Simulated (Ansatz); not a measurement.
LiPd (CsCl type, Pm-3m) under volume change, plane-wave PAW PBEsol (Ansatz code), scaled uniformly.

| V (Å³/atom) | E − E(relaxed) (meV/atom) | P (GPa) |
|---|---|---|
| 11.552 | (withheld) | (withheld) |
| 11.933 | 13.8 | 6.15 |
| 12.314 | 3.2 | 2.81 |
| 12.695 | 0.0 | 0.01 |
| 13.076 | 2.9 | -2.35 |
| 13.456 | (withheld) | (withheld) |
| 13.837 | 23.1 | -5.97 |

Q: Some entries are withheld; supply them.

A: 
- 13.456, E − E(relaxed) (meV/atom): 10.9
- 13.456, P (GPa): -4.32
- 11.552, E − E(relaxed) (meV/atom): 33.0
- 11.552, P (GPa): 10.13

Q: What does a third-order Birch–Murnaghan fit give for V₀, B₀ and B′?

A: V₀ = 12.70 Å³/atom, B₀ = 85.4 GPa, B′ = 4.8.

The workflow started from an entry of the Crystallography Open Database (COD), which files this formula under 2 space groups. Whether it is the stable phase at ambient conditions was not checked. Symmetry was held in the PBEsol relaxation; its stability against distortions is not shown here. No spin polarisation was allowed.

Potentials: the later of the program's two PAW sets.
